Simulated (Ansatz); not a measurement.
Consider the following.

Al₂O:
```yaml
crystal:
  lattice:
    - [0.00000, 2.80657, 2.80657]
    - [2.80657, 0.00000, 2.80657]
    - [2.80657, 2.80657, 0.00000]
  atoms:
    - { symbol: Al, position: [0.25000, 0.25000, 0.25000] }
    - { symbol: Al, position: [0.75000, 0.75000, 0.75000] }
    - { symbol: O, position: [0.00000, 0.00000, 0.00000] }
```

This is the PBEsol-relaxed structure.

**Question.** All from PBEsol in the plane-wave PAW code Ansatz, unless another level is named. Predict the highest zone-centre frequency.

**Answer.** 206 cm⁻¹.

**Question.** Give the bulk modulus (Birch–Murnaghan fit).

**Answer.** 67.4 GPa.

Space group Fm-3m (anti-fluorite). The start of the workflow was typed in or built on a structure type; the Crystallography Open Database files this formula in space group No. 225, but the cells were not matched. Whether it is the stable phase at ambient conditions was not checked. The PBEsol relaxation kept the symmetry of its start. At this level the phase is dynamically unstable (imaginary phonons). As this level gives no gap, phonon frequencies hold no LO–TO term and depend on the k-mesh and smearing (Fermi–Dirac, 0.1 eV here). On the denser mesh and wider smearing of the elastic run this cell carries a stress of 0.4 GPa.

Potentials: the earlier of the program's two PAW sets. The files were generated under PBE; for other functionals the program regenerates the frozen cores, and for LDA and PBEsol the local potential too.
